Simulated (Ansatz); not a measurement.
A trial cell of Te was relaxed with PBEsol (plane waves to 420 eV, PAW, scalar-relativistic; Ansatz, a quantum-chemistry and plane-wave program).

Before: I4/mmm (No. 139), tI6; a = b = 6.8327 Å, c = 4.1594 Å, α = β = γ = 90.00°.

After relaxation:

Simulated powder pattern, Co Kα, λ = 1.79026 Å (kinematic, ideal powder, no thermal factors, no anomalous dispersion; the 24 strongest lines at most, above 1 %, up to 2θ = 90°):

```
2θ (°)  I/Imax (%)
------  ----------
24.62           55
35.09          100
43.34           25
50.47           72
56.94           11
62.96           25
68.67           13
74.17           12
79.52          6.6
84.78           35
89.99          3.4
```

**Question.** Identify the relaxed structure from its pattern: crystal system, space group and cell.

**Answer.** Cubic, Im-3m (No. 229), cI6; a = b = c = 5.938 Å, α = β = γ = 90.00°. Sites: Te 6b (0.000, 0.000, 0.500).

**Question.** Index the strongest lines.

**Answer.** 24.62° (110), 35.09° (200), 50.47° (220), 62.96° (222), 84.78° (420).

No spin polarisation in the result.

The run could not lose the symmetry of its start: the end is stationary, and may be a saddle point rather than a minimum.

All atoms sit on sites fixed by symmetry, so only the cell could relax.

The relaxed structure here is a generated cell of Te: the first start was made by a random draw of sites in a space group, and the end was not matched to a known phase here, so it may be hypothetical. Known forms of Te include space group No. 152.
